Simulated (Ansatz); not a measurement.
Ansatz (a program for electronic structure) input:

Ansatz 0.2 input:
```yaml
crystal:
  lattice:
    - [4.2185459121, 0.0, 0.0]
    - [-2.109272956, 3.6533679269, 0.0]
    - [0.0, 0.0, 5.5865069338]
  atoms:
    - { symbol: Bi, position: [0.3333333333, 0.6666666667, 0.25] }
    - { symbol: Bi, position: [0.6666666667, 0.3333333333, 0.75] }
    - { symbol: Pd, position: [0.0, 0.0, 0.5] }
    - { symbol: Pd, position: [0.0, 0.0, 0.0] }
kpoints:
  mp_grid: { grid: [11, 11, 8] }
hamiltonian:
  xc: lda
  pseudopotentials: { kind: paw }
scf:
  occupations: { method: fermi_dirac, width: 0.1 }
phonons:
  method: dfpt
  response_accuracy: low
  eigenvectors: true
  rigid_motions: translations
```

Output (shortened):

```
Pseudopotential: Bi, paw, valence charge 15
Pseudopotential: Pd, paw, valence charge 18
Functional definition: SPW92
Crystal: 4 atoms, lattice volume = 86.099 Å³
Basis set: ecut = 420 eV, 1657 PW (Γ), exchange–correlation on 60×60×80 points (8 copies of the dense FFT grid, shifted against one another)
Bands: 40, of which v1, the nominal top of the filled ones, is band 33 counted from 1 (32 counted from 0)
Symmetry: 24 space group operations
k-points: 270 of 968 (irreducible under 2 space group operations, time reversal used)
SCF iter   1: F=—  HF=-37862.258518 eV  |F-HF|=—  |Δ(HF+E_count)|=         —  Δρ=9.33e-3  dr2=7.77e-2  ethr=1.77e-3  ⟨swp⟩=6.7  Hψ=43337  notcnv=0  defer=46
preconditioner: auto → LDOS
SCF iter   2: F=—  HF=-37862.255207 eV  |F-HF|=—  |Δ(HF+E_count)|=   3.31e-3  Δρ=7.30e-3  dr2=4.11e-2  ethr=1.18e-4  ⟨swp⟩=2.1  Hψ=22488  notcnv=0  defer=175
SCF iter   3: F=—  HF=-37862.244848 eV  |F-HF|=—  |Δ(HF+E_count)|=   1.04e-2  Δρ=8.57e-4  dr2=5.32e-4  ethr=6.23e-5  ⟨swp⟩=2.1  Hψ=18199  notcnv=0  defer=175
SCF iter   4: F=—  HF=-37862.244774 eV  |F-HF|=—  |Δ(HF+E_count)|=   7.32e-5  Δρ=7.46e-5  dr2=1.94e-6  ethr=8.06e-7  ⟨swp⟩=2.0  Hψ=13764  notcnv=0  defer=175
SCF iter   5: F=—  HF=-37862.244769 eV  |F-HF|=—  |Δ(HF+E_count)|=   5.12e-6  Δρ=1.15e-5  dr2=7.52e-8  ethr=2.94e-9  ⟨swp⟩=2.2  Hψ=18647  notcnv=0  defer=175
SCF iter   6: F=—  HF=-37862.244769 eV  |F-HF|=—  |Δ(HF+E_count)|=   2.45e-8  Δρ=2.55e-6  dr2=3.66e-9  ethr=1.14e-10  ⟨swp⟩=2.0  Hψ=18028  notcnv=0  defer=175
SCF iter   7: F=—  HF=-37862.244769 eV  |F-HF|=—  |Δ(HF+E_count)|=  4.37e-11  Δρ=4.37e-7  dr2=1.10e-10  ethr=5.54e-12  ⟨swp⟩=2.0  Hψ=17722  notcnv=0  defer=175
SCF iter   8: F=-37862.244769 eV  HF=-37862.244769 eV  |F-HF|=0.00e0  |Δ(HF+E_count)|=  1.46e-11  Δρ=9.25e-8  dr2=4.81e-12  ethr=1.00e-12  ⟨swp⟩=8.9  Hψ=57155  notcnv=0
SCF 1 converged in 8 iterations: F = -37862.244769 eV  dr2 = 4.81e-12
DFPT response loops at Γ: preconditioner auto → Kerker (q_TF=auto, 2.610 Å⁻¹) (partly filled bands, converged f_vac=0.013) …
SCF converged after 8 iterations
Free energy (F): -37862.244769 eV
Harris-Foulkes:  -37862.244769 eV  (|F-HF|=0.00e0)
Internal energy: -37862.182553 eV  (E = F + TS)
E sigma→0 (E₀):  -37862.213661 eV
Entropy (-TS):   -0.062216 eV (-15.554 meV/atom)
Fermi energy:    15.215248 eV
--- Per-component energies (eV) ---
  E_band       = -517.194221
  E_kinetic    = 1642.336914
  E_local      = -7359.506273  (includes V_loc(G=0)·N_el)
  E_nonlocal   = 1575.582156
  E_hartree    = 2793.784438
  E_xc         = -638.453319
  E_vxc        = -714.936820  (∫ρ·V_xc dr)
  E_paw        = -27955.597116  (= ΣΔE_a)
  E_vpaw       = -1248.238517  (= ΣTr[D̂ρ^β])
  E_aug_tail   = -0.000652  (compensation charges beyond the density's cutoff)
  E_ewald      = -7921.680398
  E_core_change = 1.351698  (= ΣΔE_core)
  E_smearing   = -0.062216  (= −TS)
  E_closure    = 0.000000  (closes the sum)
  Σ components = -37862.244769   (vs F -37862.244769, Δ=0.00e0)
  [band-id]    e_kinetic+e_local+e_nonlocal+2·e_hartree+e_vxc+e_vpaw+e_augmentation_tail = -517.194317   (vs E_band -517.194221, Δ=-9.63e-5)
--- Band table (eV; the first three rows and the last of 270) ---
  k-point 0: bands = ["-69.2051", "-69.1896", "-35.1002", "-35.0333", "-35.0333", "-35.0146", "-35.0146", "-34.9077", "-7.5494", "-7.5494", "-7.5032", "-7.5032", "-7.4975", "-7.4930", "-7.4930", "-7.4776", "-7.4559", "-7.4559", "2.1713", "4.9928", "9.5107", …
  k-point 1: bands = ["-69.2045", "-69.1902", "-35.0930", "-35.0326", "-35.0326", "-35.0153", "-35.0153", "-34.9151", "-7.5474", "-7.5474", "-7.5047", "-7.5047", "-7.4967", "-7.4918", "-7.4918", "-7.4782", "-7.4576", "-7.4576", "2.2403", "4.7932", "9.7788", …
  k-point 2: bands = ["-69.2028", "-69.1919", "-35.0723", "-35.0305", "-35.0305", "-35.0173", "-35.0173", "-34.9362", "-7.5419", "-7.5419", "-7.5091", "-7.5091", "-7.4942", "-7.4884", "-7.4884", "-7.4800", "-7.4624", "-7.4624", "2.4451", "4.3175", "10.4294", …
  k-point 269: bands = ["-69.2045", "-69.1902", "-35.0926", "-35.0340", "-35.0331", "-35.0163", "-35.0158", "-34.9151", "-7.5572", "-7.5243", "-7.5171", "-7.5075", "-7.4882", "-7.4851", "-7.4726", "-7.4607", "-7.4590", "-7.4519", "3.5031", "4.3862", "9.8135", …
--- Phonons (Γ-DFPT): 4 representative perturbations + reference, on 270 of 968 k-points (Σ response iterations 12) ---
  ASR residual: 7.601e-4 → 0.000e0 eV/Å²; symmetrization residual: 6.737e-4 eV/Å²
  ASR residual per site (eV/Å²): 4.91e-4 4.91e-4 7.60e-4 7.60e-4
  Γ frequencies (cm⁻¹): 0.00 0.00 0.00 93.84 93.84 95.39 95.39 100.91 106.30 146.60 146.60 192.38
  non-analytic LO–TO correction: not included (Born effective charges unavailable; polar crystals: no LO–TO splitting at Γ)
```

Cost: around 6 core-minutes (rough) on shared cores.

Space group P6_3/mmc (NiAs type). The workflow started from a Materials Project entry (that database holds measured and hypothetical structures alike); the Crystallography Open Database files this formula in space group No. 194, but the cells were not matched. Whether it is the stable phase at ambient conditions was not checked. The LDA relaxation kept the symmetry of its start; of distortions, only those at the zone centre were tested. No spin polarisation was allowed. As this level gives no gap, phonon frequencies hold no LO–TO term and depend on the k-mesh and smearing (Fermi–Dirac, 0.1 eV here). Scalar-relativistic: spin–orbit coupling is off unless named, which matters more the heavier the elements.

Potentials: the later of the program's two PAW sets.

Ansatz is a plane-wave DFT program.
